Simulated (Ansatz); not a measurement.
Here is an unrelaxed guess for BaBr.

Space group P4/mmm (No. 123). a = 3.745 Å, b = 3.745 Å, c = 5.116 Å, α = 90.00°, β = 90.00°, γ = 90.00°
```csv
atom,site,symmetry,x,y,z
Ba,1a,4/mmm,0.0000,0.0000,0.0000
Br,1d,4/mmm,0.5000,0.5000,0.5000
```

Method: DFT PBE, scalar-relativistic, plane waves, PAW (Ansatz). Cutoff 420 eV; k points 4×4×4 on the computed 2-atom cell (Γ-centred); Gaussian smearing, width 0.10 eV; no spin polarisation.

Formation energies are uncorrected and refer to the elements' standard structures at the same level. The references include crystalline Br.

Problem. Estimate its pressure, forces and energy as it stands.

Solution. The pressure is -0.2 GPa (the mean over three directions, positive in compression), the largest force is 0.00 eV/Å (symmetry fixes the atoms), and the energy is −1.35 eV/atom against the elements. The shortest distance is 3.68 Å.

Problem. How much does it gain on relaxing, and where does it end?

Solution. Relaxing gains under 0.1 eV/atom (the start's value is from the coarse mesh, so the gain is rough) in 11 ionic steps and ends at −1.40 eV/atom on the finer mesh. The symmetry goes from P4/mmm (No. 123) to Pm-3m (No. 221). The end has the caesium chloride type. The volume per atom shrinks by 7.1 %, from 35.9 to 33.3 Å³. The shortest distance goes from 3.68 Å (Ba–Br) to 3.51 Å (Ba–Br). Conventional cell: a = 4.054 Å. Around Ba lie 8 Br at 3.51 Å and 6 Ba at 4.05 Å; around Br lie 8 Ba at 3.51 Å and 6 Br at 4.05 Å.

The last run used a 14×14×14 mesh for its 2-atom cell and Gaussian smearing of 0.10 eV. The end has P4/mmm (No. 123) at a tolerance of 0.01 Å; the cell shown is made exact in the group found at 0.05 Å. An odd number of electrons in the primitive cell allows no gap without spin; a larger cell or a magnetic state could open one. The cell is a metal run without spin; a magnetic state may lie lower. The reference form of Br is held partly by dispersion forces, which this level lacks. The relaxation can't lower the symmetry of the start. A structure relaxed within its symmetry needn't be a true minimum. Another cell of BaBr relaxed alike, in P6_3/mmc, lies 134 meV/atom lower, so this cell isn't the stable form at this level.
